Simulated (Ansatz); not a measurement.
**Cu2Se, first-principles data**

Cu₂Se:
```
Cu2Se
1.0
    0.00000     2.84585     2.84585
    2.84585     0.00000     2.84585
    2.84585     2.84585     0.00000
Cu Se
2 1
Direct
  0.75000   0.75000   0.75000
  0.50000   0.50000   0.50000
  0.00000   0.00000   0.00000
```

Space group F-43m (No. 216); conventional cell a = b = c = 5.6917 Å, α = β = γ = 90.00°.

Method: the program Ansatz at the PBEsol level (PAW). Structure relaxed to zero pressure with the same functional. Other levels are named where they apply.

Cell and energy:

| Property | Result |
|---|---|
| Volume per atom | 15.37 Å³ |
| Density | 7.42 g/cm³ |
| Formation energy from the elements (no fitted shifts) | 0.048 eV/atom |

Electronic structure:

| Quantity | Value |
|---|---|
| Electronic character | metallic (no gap) |
| Density of states at the Fermi level | 0.08 states/eV per atom (mean over ±0.08 eV) |
| Gap with spin–orbit coupling | none (metallic) |

Mechanics:

| Item | Value |
|---|---|
| Bulk modulus (Birch–Murnaghan fit) | 106 GPa |
| Pressure derivative B′ | 4.8 |
| Elastic constants (relaxed ions, GPa) | C11 = 97.2, C12 = 110, C44 = -24.4 |
| Mechanical stability | unstable (C has a negative eigenvalue) |

Charges:

| Item | Value |
|---|---|
| Bader charges | Cu +0.20 to +0.28, Se -0.48 e |

The workflow started from an entry of the Crystallography Open Database (COD). Its standing as an ambient phase is unchecked. The cell was relaxed with PBEsol under the symmetry of its start. The run is not spin-polarised. As this level gives no gap, shear constants depend on the k-mesh and smearing (Fermi–Dirac, 0.1 eV here). The references are the lowest solids computed at this level, not always the standard phases. Spin–orbit coupling is left out wherever it is not named.

Potentials: the later of the program's two PAW sets.
